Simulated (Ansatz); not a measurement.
Ansatz (a program for electronic structure) input:

Ansatz 0.2 input:
```yaml
crystal:
  lattice:
    - [2.9909060388, 0.0, 0.0]
    - [-1.4954530194, 2.59020061, 0.0]
    - [0.0, 0.0, 4.8951265299]
  atoms:
    - { symbol: Li, position: [0.3333333333, 0.6666666667, 0.25] }
    - { symbol: Li, position: [0.6666666667, 0.3333333333, 0.75] }
kpoints:
  mp_grid: { grid: [16, 16, 9] }
hamiltonian:
  xc: lda
  pseudopotentials: { azcp: { folder: ./paw }, kind: paw }
scf:
  occupations: { method: fermi_dirac, width: 0.1 }
phonons:
  method: dfpt
  response_accuracy: low
  eigenvectors: true
  rigid_motions: translations
```

Output (shortened):

```
Pseudopotential: Li, paw, valence charge 3
Functional definition: SPW92
Crystal: 2 atoms, lattice volume = 37.923 Å³
Basis set: ecut = 420 eV, 713 PW (Γ), exchange–correlation on 40×40×72 points (8 copies of the dense FFT grid, shifted against one another)
Bands: 7, of which v1, the nominal top of the filled ones, is band 3 counted from 1 (2 counted from 0)
Symmetry: 24 space group operations
k-points: 365 of 2304 (irreducible under 4 space group operations, time reversal used)
SCF iter   1: F=—  HF=-403.308742 eV  |F-HF|=—  |Δ(HF+E_count)|=         —  Δρ=6.02e-3  dr2=1.08e-2  ethr=3.10e-3  ⟨swp⟩=3.6  Hψ=17484  notcnv=0
preconditioner: auto → none
SCF iter   2: F=—  HF=-403.301881 eV  |F-HF|=—  |Δ(HF+E_count)|=   6.86e-3  Δρ=3.25e-3  dr2=4.04e-3  ethr=1.81e-4  ⟨swp⟩=2.8  Hψ=6663  notcnv=0
SCF iter   3: F=—  HF=-403.300558 eV  |F-HF|=—  |Δ(HF+E_count)|=   1.32e-3  Δρ=4.23e-4  dr2=8.74e-5  ethr=6.73e-5  ⟨swp⟩=2.0  Hψ=4505  notcnv=0
SCF iter   4: F=—  HF=-403.300577 eV  |F-HF|=—  |Δ(HF+E_count)|=   1.93e-5  Δρ=1.26e-5  dr2=2.06e-8  ethr=1.46e-6  ⟨swp⟩=1.8  Hψ=3103  notcnv=0
SCF iter   5: F=—  HF=-403.300578 eV  |F-HF|=—  |Δ(HF+E_count)|=   2.23e-7  Δρ=9.43e-7  dr2=1.56e-10  ethr=3.44e-10  ⟨swp⟩=1.8  Hψ=3030  notcnv=0
SCF iter   6: F=-403.300578 eV  HF=-403.300578 eV  |F-HF|=5.68e-14  |Δ(HF+E_count)|=  1.03e-10  Δρ=1.57e-8  dr2=5.46e-14  ethr=1.00e-12  ⟨swp⟩=4.5  Hψ=7497  notcnv=0
SCF 1 converged in 6 iterations: F = -403.300578 eV  dr2 = 5.46e-14
DFPT response loops at Γ: preconditioner auto → Kerker (q_TF=auto, 2.006 Å⁻¹) (partly filled bands, converged f_vac=0.000) …
SCF converged after 6 iterations
Free energy (F): -403.300578 eV
Harris-Foulkes:  -403.300578 eV  (|F-HF|=5.68e-14)
Internal energy: -403.271079 eV  (E = F + TS)
E sigma→0 (E₀):  -403.285829 eV
Entropy (-TS):   -0.029498 eV (-14.749 meV/atom)
Fermi energy:    1.096163 eV
--- Per-component energies (eV) ---
  E_band       = -178.064344
  E_kinetic    = 31.672639
  E_local      = -275.265184  (includes V_loc(G=0)·N_el)
  E_nonlocal   = -39.051393
  E_hartree    = 78.976467
  E_xc         = -16.406465
  E_vxc        = -21.363217  (∫ρ·V_xc dr)
  E_paw        = -42.832221  (= ΣΔE_a)
  E_vpaw       = -32.010626  (= ΣTr[D̂ρ^β])
  E_aug_tail   = 0.000504  (compensation charges beyond the density's cutoff)
  E_ewald      = -140.365427
  E_smearing   = -0.029498  (= −TS)
  E_closure    = 0.000000  (closes the sum)
  Σ components = -403.300578   (vs F -403.300578, Δ=0.00e0)
  [band-id]    e_kinetic+e_local+e_nonlocal+2·e_hartree+e_vxc+e_vpaw+e_augmentation_tail = -178.064343   (vs E_band -178.064344, Δ=8.44e-7)
--- Band table (eV; the first three rows and the last of 365) ---
  k-point 0: bands = ["-44.3985", "-44.3725", "-2.4853", "1.0305", "4.2564", "13.9605", "13.9605"]
  k-point 1: bands = ["-44.3977", "-44.3733", "-2.4301", "0.7374", "4.6870", "14.0157", "14.0157"]
  k-point 2: bands = ["-44.3954", "-44.3755", "-2.2644", "0.1253", "5.7100", "13.7161", "14.1766"]
  k-point 364: bands = ["-44.3688", "-44.3673", "1.4076", "1.8837", "5.7438", "6.0993", "8.1534"]
--- Phonons (Γ-DFPT): 2 representative perturbations + reference, on 365 of 2304 k-points (Σ response iterations 6) ---
  ASR residual: 2.747e-6 → 0.000e0 eV/Å²; symmetrization residual: 3.009e-14 eV/Å²
  ASR residual per site (eV/Å²): 2.75e-6 2.75e-6
  Γ frequencies (cm⁻¹): 0.00 0.00 0.00 125.08 125.08 328.65
  non-analytic LO–TO correction: not included (Born effective charges unavailable; polar crystals: no LO–TO splitting at Γ)
```

Cost: roughly 28 core-seconds on shared cores.

Space group P6_3/mmc (hcp (Mg type)). The first step of the workflow began from a Materials Project structure, measured or hypothetical; the Crystallography Open Database files this formula in space group No. 194, but the cells were not matched. It is not the phase usual at ambient conditions (space group No. 229). The LDA relaxation kept the symmetry of its start; its stability against distortions is not shown here. As this level gives no gap, phonon frequencies hold no LO–TO term and depend on the k-mesh and smearing (Fermi–Dirac, 0.1 eV here).

Potentials: the earlier of the program's two PAW sets. The files were generated under PBE; for other functionals the program regenerates the frozen cores, and for LDA and PBEsol the local potential too.

Ansatz is a plane-wave DFT program.
